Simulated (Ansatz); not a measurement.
# Chalcopyrite alloy of ZnSiP2 and CdSiP2 (2 of 16 Zn sites exchanged), 64 atoms

All numbers below come from DFT, PBEsol, PAW, plane waves in Ansatz 0.2.0.

Command:

```sh
ansatz run in.yaml --threads 8 --pin off --max-ram 118750MiB --runs-dir r --events-out ev --progress --plain --backend cuda --devices 0,
```

The input less its lattice and atoms:

```yaml
crystal:
  symmetry: { detect: false }
kpoints:
  mp_grid: { grid: [1, 1, 1], shift: [0.25, 0.25, 0.25] }
hamiltonian:
  xc: pbesol
scf:
  occupations: { method: fermi_dirac, width: 0.01 }
relax:
  f_tol: 0.03
  max_steps: 80
  escape_saddle: false
  adjacent_minimum: "off"
  cell: { fix: [alpha, beta, gamma] }
output:
  forces: true
  eigenvalues: true
  populations: true
```

Start:

```
Cd Zn Si P
1.0
    10.77481   -0.00005   -0.00002
    -0.00005   10.77481   -0.00002
    -0.00002   -0.00002   10.45184
Cd Zn Si P
2 14 16 32
Cartesian
  10.7700 0.0077 10.4372
  8.1040 5.3367 7.8516
  10.7537 5.3890 10.4509
  5.3863 0.0138 0.0130
  5.3627 5.3929 0.0037
  10.7639 2.6970 2.5857
  10.7413 8.0817 2.6190
  5.3880 2.7128 2.6244
  5.4355 8.0466 2.6222
  2.6889 0.0017 7.8519
  2.6625 5.3685 7.8668
  8.0874 0.0147 7.8474
  2.6750 2.7049 5.2181
  2.6886 8.0850 5.2255
  8.0803 2.7036 5.2499
  8.0793 8.0767 5.2327
  10.7572 10.7544 5.2110
  10.7498 5.4137 5.2334
  5.3899 10.7512 5.2383
  5.3833 5.3590 5.1943
  2.7037 10.7640 2.6000
  2.6922 5.4156 2.6087
  8.0828 10.7607 2.5884
  8.0955 5.3959 2.6169
  2.6936 2.7166 10.4396
  2.6764 8.0834 0.0089
  8.0355 2.6923 10.4287
  8.0670 8.0713 10.4402
  0.0040 2.6772 7.8384
  10.7474 8.0663 7.9029
  5.4111 2.7317 7.8689
  5.3825 8.0718 7.8662
  1.4530 1.3507 1.2966
  1.4506 6.7277 1.3166
  6.8541 1.3708 1.2363
  6.8195 6.7465 1.3116
  1.2435 1.3309 6.5202
  1.2740 6.6899 6.5622
  6.6275 1.3525 6.5272
  6.6025 6.7420 6.5404
  3.9219 4.0361 1.2914
  3.9553 9.4264 1.2985
  9.3381 4.0345 1.3129
  9.3178 9.4456 1.3209
  4.0218 1.2341 3.9249
  4.0549 6.6215 3.9211
  9.4186 1.2054 3.9049
  9.4514 6.6298 3.9297
  1.3628 4.1398 3.9519
  1.3583 9.5332 3.8961
  6.7558 4.0654 3.9285
  6.7696 9.5330 3.8859
  1.3441 3.9390 9.1692
  1.3323 9.3492 9.1359
  6.7139 3.9404 9.1281
  6.7453 9.3238 9.1278
  4.1759 4.0628 6.5432
  4.1234 9.4140 6.5322
  9.5026 4.0306 6.5183
  9.5492 9.4030 6.5315
  4.0322 1.4597 9.1340
  4.0504 6.8482 9.1591
  9.4690 1.4048 9.1511
  9.4292 6.8562 9.1333
```

Steps:

| step | energy less the first (eV) | largest force component (eV/Å) | pressure (GPa) |
| --- | --- | --- | --- |
| start | 0.000 | 1.746 | 0.56 |
| 1 | -1.190 | 0.482 | -0.12 |
| 2 | -1.317 | 0.055 | 0.02 |
| 3 | -1.319 | 0.007 | 0.00 |
| 4 | -1.320 | 0.007 | 0.00 |

A structure on the way, about -1.19 eV from the start:

```xyz
64
Lattice="10.7820 -0.0001 0.0000 -0.0001 10.7837 0.0000 0.0000 0.0000 10.4686" Properties=species:S:1:pos:R:3 pbc="T T T"
Cd   10.7744    0.0181   10.4657
Cd    8.1066    5.3580    7.8570
Zn    0.0077    5.3838    0.0183
Zn    5.3739    0.0005    0.0270
Zn    5.3541    5.3956    0.0190
Zn   10.7717    2.7105    2.6182
Zn   10.7701    8.0668    2.6539
Zn    5.3887    2.7201    2.6421
Zn    5.4225    8.0546    2.6277
Zn    2.7133    0.0009    7.8351
Zn    2.6669    5.3781    7.8485
Zn    8.0683    0.0000    7.8370
Zn    2.6828    2.7045    5.2165
Zn    2.6977    8.0896    5.2351
Zn    8.0698    2.6968    5.2227
Zn    8.0844    8.1064    5.2298
Si    0.0069   10.7737    5.2189
Si    0.0237    5.3969    5.2018
Si    5.3873    0.0067    5.2423
Si    5.3562    5.3752    5.2136
Si    2.7264   10.7817    2.6414
Si    2.6972    5.4129    2.6029
Si    8.0739   10.7734    2.6501
Si    8.0985    5.3869    2.6169
Si    2.7123    2.7215   10.4662
Si    2.7314    8.0734    0.0123
Si    8.0352    2.6737    0.0344
Si    8.0570    8.0892    0.0096
Si    0.0289    2.6833    7.8177
Si    0.0207    8.0959    7.8507
Si    5.3697    2.6885    7.8525
Si    5.3717    8.0982    7.8487
P     1.5051    1.4068    1.3762
P     1.4446    6.7496    1.3124
P     6.8090    1.3351    1.3197
P     6.8164    6.7261    1.3149
P     1.2771    1.3328    6.5168
P     1.2736    6.7129    6.5353
P     6.6451    1.3508    6.5345
P     6.5812    6.7932    6.4785
P     3.9497    4.0402    1.3149
P     3.9659    9.4253    1.3312
P     9.3477    4.0346    1.3083
P     9.2866    9.3831    1.3936
P     4.0455    1.2680    3.9347
P     4.0392    6.6470    3.9143
P     9.4341    1.2419    3.9271
P     9.4315    6.6385    3.9411
P     1.3749    4.1276    3.9151
P     1.3648    9.5167    3.9187
P     6.7383    4.1179    3.9294
P     6.7247    9.5247    3.9244
P     1.3495    3.9493    9.1620
P     1.4182    9.3026    9.1149
P     6.6586    3.8876    9.2091
P     6.7238    9.3436    9.1519
P     4.1292    4.0424    6.5440
P     4.1257    9.4356    6.5232
P     9.5704    3.9833    6.4516
P     9.5367    9.4313    6.5290
P     4.0274    1.4303    9.1620
P     4.0519    6.8211    9.1460
P     9.3831    1.4878    9.0944
P     9.5007    6.9044    9.2119
```

End:

```xyz
64
Lattice="10.7747 -0.0001 0.0000 -0.0001 10.7713 0.0000 0.0000 0.0000 10.4641" Properties=species:S:1:pos:R:3 pbc="T T T"
Cd   10.7720    0.0176    0.0187
Cd    8.0990    5.3886    7.8668
Zn    0.0142    5.3662    0.0267
Zn    5.3825   10.7678    0.0068
Zn    5.3614    5.4011    0.0261
Zn   10.7570    2.7052    2.6446
Zn    0.0145    8.0495    2.6383
Zn    5.3935    2.6834    2.6214
Zn    5.3887    8.0692    2.6276
Zn    2.7141    0.0032    7.8357
Zn    2.6928    5.3744    7.8506
Zn    8.0639   10.7443    7.8315
Zn    2.6860    2.6912    5.2325
Zn    2.6826    8.0775    5.2372
Zn    8.0582    2.6723    5.2217
Zn    8.0866    8.0951    5.2173
Si    0.0061   10.7704    5.2261
Si    0.0260    5.3819    5.2056
Si    5.3861    0.0037    5.2348
Si    5.3685    5.3849    5.2137
Si    2.7204    0.0026    2.6275
Si    2.6984    5.3895    2.6064
Si    8.0620   10.7687    2.6367
Si    8.0803    5.3857    2.6133
Si    2.7257    2.7162    0.0036
Si    2.7213    8.0555   10.4555
Si    8.0544    2.6965    0.0023
Si    8.0607    8.0796    0.0164
Si    0.0228    2.6908    7.8238
Si    0.0291    8.0874    7.8368
Si    5.3640    2.6703    7.8459
Si    5.3657    8.0982    7.8339
P     1.5088    1.4333    1.3915
P     1.4362    6.7273    1.3040
P     6.8169    1.3317    1.3112
P     6.8012    6.7162    1.3070
P     1.2783    1.3224    6.5393
P     1.2629    6.7126    6.5341
P     6.6438    1.3345    6.5404
P     6.5823    6.7932    6.4655
P     3.9751    4.0476    1.3190
P     3.9621    9.4116    1.3074
P     9.3341    4.0278    1.3049
P     9.2717    9.3494    1.3942
P     4.0452    1.2644    3.9337
P     4.0206    6.6482    3.9173
P     9.4169    1.2539    3.9230
P     9.4229    6.6381    3.9298
P     1.3589    4.1237    3.9101
P     1.3481    9.5065    3.9144
P     6.7305    4.1202    3.9227
P     6.7189    9.5114    3.9313
P     1.3444    3.9494    9.1586
P     1.4300    9.2912    9.0929
P     6.6286    3.9012    9.2234
P     6.7216    9.3364    9.1521
P     4.1166    4.0320    6.5353
P     4.1077    9.4371    6.5274
P     9.5793    3.9678    6.4487
P     9.5176    9.4192    6.5359
P     4.0256    1.4098    9.1579
P     4.0535    6.7968    9.1435
P     9.3442    1.4962    9.0682
P     9.5158    6.8946    9.2436
```

The calculation finished and met its thresholds.

Time: 9.8 s of wall time on one NVIDIA GB300 with 8 processor threads, on a host shared with other runs; peak host memory 2.1 GiB.

**Question.** How much energy did the relaxation gain, and which atom moved most?

**Answer.** 1.32 eV in 4 steps, from a start with small random displacements; atom 63 (P) moved 0.18 Å, the median atom 0.04 Å (drift of the whole cell removed).
